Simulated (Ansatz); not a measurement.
The start is a generated cell, FeNi built in the AFLOW prototype AB_cF16_227_a_b (B32, as in NaTl). The cell and all atomic positions are relaxed at zero pressure with PBE (plane waves to 420 eV, PAW, scalar-relativistic; Ansatz, a first-principles code). The first steps use a coarse 10×10×10 k-mesh.

Starting cell:
```
FeNi
1.0
    0.00000     2.82263     2.82263
    2.82263     0.00000     2.82263
    2.82263     2.82263     0.00000
Fe Ni
2 2
Direct
  0.75000   0.75000   0.75000
  0.50000   0.50000   0.50000
  0.00000   0.00000   0.00000
  0.25000   0.25000   0.25000
```
Spin-polarised start, with parallel moments on Fe, Ni.

- Initial pressure = +2.8 GPa (positive: the cell is compressed)
- Shortest distances (start → end) = The closest pairs of elements (up to four, under 3.6 Å), start → end: Fe–Fe 2.44 → 2.46 Å; Fe–Ni 2.44 → 2.46 Å; Ni–Ni 2.44 → 2.46 Å
- Band gap at the end = zero (metallic)
- Moments at the end = net 1.63 μB/atom, ferromagnetic
- Optimiser moves = 5

It ends as:

```cif
data_Fe8Ni8
_chemical_formula_sum 'Fe8 Ni8'
_space_group_name_H-M_alt 'Fd-3m :1'
_space_group_IT_number 227
_space_group_name_Hall 'F 4d 2 3 -1d'
_cell_length_a 5.67227
_cell_length_b 5.67227
_cell_length_c 5.67227
_cell_angle_alpha 90.000
_cell_angle_beta 90.000
_cell_angle_gamma 90.000
loop_
_atom_site_label
_atom_site_type_symbol
_atom_site_symmetry_multiplicity
_atom_site_Wyckoff_symbol
_atom_site_fract_x
_atom_site_fract_y
_atom_site_fract_z
_atom_site_occupancy
Fe1 Fe 8 a 0.00000 0.00000 0.00000 1
Ni1 Ni 8 b 0.50000 0.50000 0.50000 1
```
(The calculation used a cell of 4 atoms; values per cell refer to that cell.)

Final values are on a 14×14×14 k-mesh of the relaxed cell. Spin state reached: ferromagnetic (net 1.63 μB/atom), from parallel starting moments; other spin orders were not run from this start.

The run could not lose the symmetry of its start; a randomly shaken copy of 8 atoms returns to this structure.

All atoms sit on sites fixed by symmetry, so only the cell could relax.

The relaxed structure here is a generated cell of FeNi: the first start was made by placing the elements on the sites of a structure type, and the end was not matched to a known phase here, so it may be hypothetical.
